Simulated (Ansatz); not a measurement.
PtS₂:
Space group P-3m1 (No. 164); a = b = 3.577 Å, c = 6.488 Å, α = β = 90.00°, γ = 120.00°

| atom | site | symmetry | x | y | z |
|---|---|---|---|---|---|
| Pt | 1a | -3m. | 0.0000 | 0.0000 | 0.0000 |
| S | 2d | 3m. | 0.3333 | 0.6667 | 0.1892 |

Relaxed with PBE.

Task: Which orbitals make up the states near the band edges in the program Ansatz at the PBE level (PAW)?

Result: Top 1 eV of the valence band: S 3p 73 %, Pt 5d 25 %. Bottom 1 eV of the conduction band: S 3p 60 %, Pt 5d 32 %. Projections are on Löwdin-orthogonalised atomic valence shells; empty p or d shells of many metals are not among them.

Task: Tabulate the density of states.

Result: States/eV per cell of 3 atoms, in 0.25 eV bins, energy from the valence-band maximum.

```csv
E (eV),total,S 3p,Pt 5d,Pt 6s
-7.85,0.00,0.00,0.00,0.00
-7.60,0.00,0.00,0.00,0.00
-7.35,0.00,0.00,0.00,0.00
-7.10,0.00,0.00,0.00,0.00
-6.85,0.00,0.00,0.00,0.00
-6.60,0.00,0.00,0.00,0.00
-6.35,0.69,0.36,0.20,0.11
-6.10,1.15,0.60,0.33,0.17
-5.85,1.63,0.84,0.48,0.23
-5.60,4.50,1.92,2.26,0.18
-5.35,3.29,1.25,1.94,0.02
-5.10,5.65,2.33,3.17,0.02
-4.85,2.06,1.00,0.78,0.09
-4.60,3.23,1.65,1.08,0.22
-4.35,1.31,0.63,0.52,0.09
-4.10,1.88,0.75,1.02,0.05
-3.85,4.51,2.14,2.12,0.04
-3.60,4.49,1.76,2.40,0.04
-3.35,2.83,0.82,1.88,0.03
-3.10,1.93,0.44,1.42,0.01
-2.85,0.52,0.25,0.25,0.01
-2.60,0.55,0.09,0.44,0.01
-2.35,3.09,0.87,2.11,0.04
-2.10,6.29,1.65,4.06,0.31
-1.85,1.50,0.71,0.64,0.05
-1.60,1.82,1.09,0.60,0.03
-1.35,3.40,2.13,1.11,0.02
-1.10,2.79,1.72,0.96,0.02
-0.85,2.68,1.76,0.83,0.01
-0.60,3.87,2.74,1.03,0.01
-0.35,4.08,3.13,0.87,0.00
-0.10,2.25,1.74,0.47,0.00
0.15,0.00,0.00,0.00,0.00
0.40,0.00,0.00,0.00,0.00
0.65,0.00,0.00,0.00,0.00
0.90,0.00,0.00,0.00,0.00
1.15,0.00,0.00,0.00,0.00
1.40,0.00,0.00,0.00,0.00
1.65,0.90,0.50,0.31,0.00
1.90,3.66,2.16,1.20,0.00
2.15,2.60,1.58,0.83,0.00
2.40,4.48,2.75,1.42,0.01
2.65,3.59,2.35,1.08,0.00
2.90,0.75,0.52,0.22,0.00
3.15,0.02,0.01,0.01,0.00
3.40,0.00,0.00,0.00,0.00
3.65,0.00,0.00,0.00,0.00
3.90,0.00,0.00,0.00,0.00
4.15,0.00,0.00,0.00,0.00
4.40,0.00,0.00,0.00,0.00
4.65,0.00,0.00,0.00,0.00
4.90,0.00,0.00,0.00,0.00
5.15,0.00,0.00,0.00,0.00
5.40,0.67,0.15,0.01,0.22
5.65,1.11,0.24,0.02,0.34
5.90,1.18,0.23,0.02,0.34
6.15,1.38,0.26,0.01,0.37
```

Symmetry was held in the PBE relaxation. No spin polarisation was allowed. The volume lies over 15 % above that of the usual cell of this phase: another minimum, or an error of the functional. A crystal of weakly bound layers computed without a dispersion correction: the cell and the soft elastic constants depend strongly on that. Spin–orbit coupling is left out wherever it is not named.

Potentials: the later of the program's two PAW sets.
